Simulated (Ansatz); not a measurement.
## Stationary points along a deformation path in Na

Computed with DFT PBEsol, scalar-relativistic, plane waves, PAW in Ansatz 0.2.0. Cutoff 420 eV, Γ-centred 18×18×18 k-points, Gaussian smearing of 0.15 eV. No spin polarisation. Energies are free energies at this smearing, counted from the undisturbed cell; pressure is positive in compression.

Reference structure (as given, not relaxed at this level; it stands at -0.3 GPa):

```yaml
crystal:
  lattice:
    - [-2.11750, 2.11750, 2.11750]
    - [2.11750, -2.11750, 2.11750]
    - [2.11750, 2.11750, -2.11750]
  atoms:
    - { symbol: Na, position: [0.00000, 0.00000, 0.00000] }
```

At fixed volume and fractional coordinates, lengths along (0.577, 0.577, 0.577) are scaled against those across it; ρ is that ratio over its starting value. V = 37.978 Å³/atom. Δσ is the stress along the axis less the mean stress across it (compression positive).

| ρ | ΔE (meV/atom) | Δσ (GPa) | space group |
| --- | --- | --- | --- |
| 0.500 | 801.7 | 17.76 | R-3m |
| 0.600 | 385.9 | 11.23 | R-3m |
| 0.710 | 152.8 | 6.42 | R-3m |
| 0.850 | 29.6 | 2.49 | R-3m |
| 0.930 | 5.6 | 0.98 | R-3m |
| 1.000 | 0.0 | 0.00 | Im-3m |
| 1.080 | 5.5 | -0.81 | R-3m |
| 1.200 | 24.6 | -1.47 | R-3m |
| 1.410 | 65.8 | -1.63 | R-3m |
| 1.700 | 106.3 | -1.00 | R-3m |
| 2.000 | 119.3 | 0.00 | Pm-3m |

Q: How does the stress give the slope of the energy, and where is the energy stationary?

A: Along the path d ln(length) is 2/3 d ln ρ on the axis and −1/3 d ln ρ across it, so dE/d ln ρ = −(2/3) V Δσ: the energy falls with ρ where Δσ is positive. Δσ vanishes or changes sign at ρ = 1.000 (Im-3m), a minimum at 0.0 meV/atom; at ρ = 2.000 (Pm-3m, an end of the scan), at 119.3 meV/atom. Pairs of stationary points between two samples would go unseen, and could change a minimum read from distant neighbours into a maximum. At ρ = 1.000, 2.000 the cell is cubic, where symmetry alone makes the stress isotropic and the slope zero.

Q: Which shear constant sets the curvature at ρ = 1?

A: For a cubic crystal E/V = (2/3) C (ln ρ)² with C = C44, so Δσ = −2C ln ρ. The parabola of Δσ against ln ρ through ρ = 0.930, 1 and 1.080 gives C ≈ 6.0 GPa with the ions clamped, rough because the steps are large.

In a metal these slopes depend on the k mesh and the smearing.